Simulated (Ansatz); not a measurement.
GaBi (rock salt, Fm-3m), plane-wave PAW PBE (Ansatz code), all energies at zero smearing, with the estimated change up to a 700 eV cutoff added, with one set of potentials and settings (totals compare only within such a set). Cell of 2 atoms (1 Ga, 1 Bi): -16179.343 eV.

| element | reference phase | E (eV/atom) |
|---|---|---|
| Ga | Cmce, 4 atoms in the cell | -3783.0209 |
| Bi | R-3m, 2 atoms in the cell | -12396.5536 |

Formation energy per atom, worked out: (-16179.343 − 1×(-3783.0209) − 1×(-12396.5536))/2 = 0.116 eV/atom (11 kJ per mol of atoms), at 0 K, without zero-point energy or fitted corrections.

The cell is a constructed one: a structure type filled with these elements; neither database checked (COD, Materials Project) lists it. Its standing as an ambient phase is unchecked. Symmetry was held in the PBE relaxation; its stability against distortions is not shown here. The references are the lowest solids computed at this level, not always the standard phases. Spin–orbit coupling is left out wherever it is not named.

Potentials: the later of the program's two PAW sets.
